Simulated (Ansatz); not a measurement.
ZnCu$_{2}$SnS$_{4}$ (kesterite type, space group I-4)

```yaml
crystal:
  lattice:
    - [-2.73416, 2.73416, 5.46742]
    - [2.73416, -2.73416, 5.46742]
    - [2.73416, 2.73416, -5.46742]
  atoms:
    - { symbol: Cu, position: [0.00000, 0.00000, 0.00000] }
    - { symbol: Cu, position: [0.75000, 0.25000, 0.50000] }
    - { symbol: Zn, position: [0.25000, 0.75000, 0.50000] }
    - { symbol: Sn, position: [0.50000, 0.50000, 0.00000] }
    - { symbol: S, position: [0.63688, 0.62894, 0.52462] }
    - { symbol: S, position: [0.10432, 0.11226, 0.47538] }
    - { symbol: S, position: [0.37106, 0.89568, 0.00794] }
    - { symbol: S, position: [0.88774, 0.36312, 0.99206] }
```

E(V) scan at fixed shape, V₀ the volume above. The atoms relax within the cell's symmetry.

These are PBE (plane waves to 420 eV, PAW, scalar-relativistic; Ansatz, an electronic-structure program) values and carry that method's errors. k mesh 9×9×9 (Γ-centred), Fermi-Dirac smearing 0.05 eV. Energies are smeared free energies. With the shape held, the modulus is that of even scaling; a crystal free to change shape is softer. At this level the bands of ZnCu2SnS4 touch or barely overlap; measurements give the solid a gap. ZnCu2SnS4 is run without spin polarisation. ZnCu2SnS4 was relaxed with its symmetry unable to fall. ΔE is measured from the relaxed starting cell. The last digit holds for this mesh only.

```json
[
 {"V (Å³/atom)": "18.393", "ΔE (meV/atom)": "53.1"},
 {"V (Å³/atom)": "18.904", "ΔE (meV/atom)": "28.3"},
 {"V (Å³/atom)": "19.414", "ΔE (meV/atom)": "11.9"},
 {"V (Å³/atom)": "19.925", "ΔE (meV/atom)": "2.8"},
 {"V (Å³/atom)": "20.436", "ΔE (meV/atom)": "0.0"},
 {"V (Å³/atom)": "20.947", "ΔE (meV/atom)": "2.6"},
 {"V (Å³/atom)": "21.458", "ΔE (meV/atom)": "9.9"},
 {"V (Å³/atom)": "21.969", "ΔE (meV/atom)": "21.2"},
 {"V (Å³/atom)": "22.480", "ΔE (meV/atom)": "36.0"}
]
```

What is the fitted pressure derivative B₀′?

4.9.

What bulk modulus at fixed cell shape B₀ follows from a third-order Birch-Murnaghan fit?

67.9 GPa.

(Under strain, the slope of the energy per volume gives the stress and its curvature an elastic modulus.)
